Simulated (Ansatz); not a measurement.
**zincblende-structured BiTe**

Level of theory: DFT, r²SCAN, scalar-relativistic, no spin polarisation; plane waves to 500 eV with PAW datasets (Ansatz 0.2.0), 8×8×8 k-mesh, Gaussian smearing of 0.05 eV; PAW files: Ansatz's generated set soft_2.

```cif
data_structure
_symmetry_space_group_name_H-M 'P 1'
_symmetry_Int_Tables_number 1
_cell_length_a 5.0869
_cell_length_b 5.0869
_cell_length_c 5.0869
_cell_angle_alpha 60.000
_cell_angle_beta 60.000
_cell_angle_gamma 60.000
_cell_volume 93.08
loop_
_atom_site_label
_atom_site_type_symbol
_atom_site_fract_x
_atom_site_fract_y
_atom_site_fract_z
_atom_site_occupancy
Bi1 Bi 0.00000 0.00000 0.00000 1
Te1 Te 0.25000 0.25000 0.25000 1
```

The start was a prototype's sites filled with these elements. The Crystallography Open Database lists the compound in space groups P-3m1, Fm-3m (rock salt), so this is a trial structure.

The cell above was scaled in volume, its shape and atoms being fixed by the lattice's symmetry. Energies are counted from the cell above.

Cell and atoms are those of this level's equilibrium.

```csv
V (Å³/atom),ΔE (meV/atom),P (GPa)
44.68,7.7,1.4
45.61,?,?
46.54,0.0,0.0
47.47,1.7,-0.6
48.40,6.5,-1.1
49.80,18.7,-1.7
```

Problem. Fill in the withheld row.

Solution. ΔE (meV/atom): 1.8, P (GPa): 0.6.

Problem. What do the points give for the equilibrium volume, the bulk modulus and its pressure derivative (third-order Birch–Murnaghan)?

Solution. V0 = 46.53 Å³/atom, B0 = 30 GPa, B0′ isn't fixed: the energies give 5.5, and a fit of the pressures differs by over 0.35.

B0·V0 = 30.4 GPa × 46.53 Å³ = 8.82 eV/atom sets the scale: near the minimum ΔE ≈ ½ B0 V0 x², with x = V/V0 − 1, and a pressure of 0.3 GPa squeezes the volume by about 1 %. At the ends of the curve: x = −4.0 % predicts 7.0 meV/atom and the run gives 7.7; x = +7.0 % predicts 21.7 meV/atom and the run gives 18.7. Compression costs more and expansion less than the parabola says, since the crystal stiffens as it shrinks; B0′ measures that.

No spin–orbit coupling, a notable omission for heavy elements. The cell is a metal with an odd number of electrons, and spin polarisation wasn't tried. A displaced or strained copy of the relaxed cell lay 2.1 meV/atom lower, so the structure isn't a true minimum at this level, unless the mesh, which matters in a metal, makes it so.
